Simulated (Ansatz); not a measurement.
Relaxed Tl (hcp, Mg type):

```
Tl
1.0
    7.03993     0.00000     0.00000
   -1.75998     3.04838     0.00000
    0.00000     0.00000     5.60163
Tl
4
Cartesian
  0.00000   2.03225   4.20122
  3.51996   2.03225   4.20122
  1.75998   1.01613   1.40041
  5.27995   1.01613   1.40041
```

All values below come from r2SCAN (plane waves to 500 eV, PAW, scalar-relativistic; Ansatz, a quantum-chemistry and plane-wave program). k mesh 6×12×7 (Γ-centred), Fermi-Dirac smearing 0.05 eV. With partly filled bands, energies and forces of such displacements shift with the k mesh and the smearing. Spin-orbit coupling is left out, though Tl is heavy. Tl was relaxed with its symmetry unable to fall.

One atom of the cell was then moved (with its periodic images), all else fixed, and the forces (eV/Å) came out as:

```csv
atom,Fx,Fy,Fz
Tl1,-0.013,-0.008,0.770
Tl2,0.003,0.001,0.140
Tl3,0.133,0.077,-0.595
Tl4,-0.122,-0.070,-0.314
```

### Question
Which atom was moved, and by which vector (Å)?

### Answer
Tl1, by (0.00, 0.00, -0.35), 0.35 Å in all.

(A displaced cell: forces are minus the slopes of the energy, force constants its curvatures, and phonons follow from these.)
